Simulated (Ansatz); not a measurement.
FeBiO$_{3}$ in space group Ima2 (No. 46; Bi on 4b, Fe on 4a, O on 8c, O on 4b), PBEsol in the plane-wave PAW code Ansatz. The conduction-band minimum lies at V2, with 2 equivalent valleys. Second derivatives d²E/dk² of the lowest band at one valley (eV·Å²), along Cartesian directions:

```
direction  d²E/dk²
---------  -------
[100]        3.262
[010]        2.636
[001]        5.786
[110]        2.869
[101]        4.635
[011]        5.527
```

### Question
Find the principal effective masses, the density-of-states mass and the conductivity mass.

### Answer
Off-diagonal terms follow from H_xy = H[110] − (H_xx + H_yy)/2, and m*/mₑ = 7.620 eV·Å² over each eigenvalue: 1.2, 2.3, 3.5. One valley's DOS mass (m₁m₂m₃)^(1/3) = 2.2, conductivity mass 3/(Σ 1/mᵢ) = 2.0 mₑ.

### Question
What effective density of states Nc follows at 300 K for parabolic valleys?

### Answer
Nc = 2.509e19 × 2 × (2.2)^(3/2) ≈ 1.6e20 cm⁻³.

The start of the workflow was typed in or built on a structure type; neither database checked (COD, Materials Project) lists it. It is not the phase usual at ambient conditions (space group No. 161). Symmetry was held in the PBEsol relaxation, as lowered by the spin order; its stability against distortions is not shown here. Magnetic state: antiferromagnetic, chosen from 5 collinear starts compared on coarse meshes (ties went to the first, and starts can fall back to one state), not a proven ground state. No Hubbard U is applied. Point labels and valley counts follow the cell and symmetry of the run, lower than the named group. Scalar-relativistic: spin–orbit coupling is off unless named, which matters more the heavier the elements.

Potentials: the later of the program's two PAW sets.

Edges and masses are those of Kohn–Sham bands, whose gap is no quasiparticle gap.
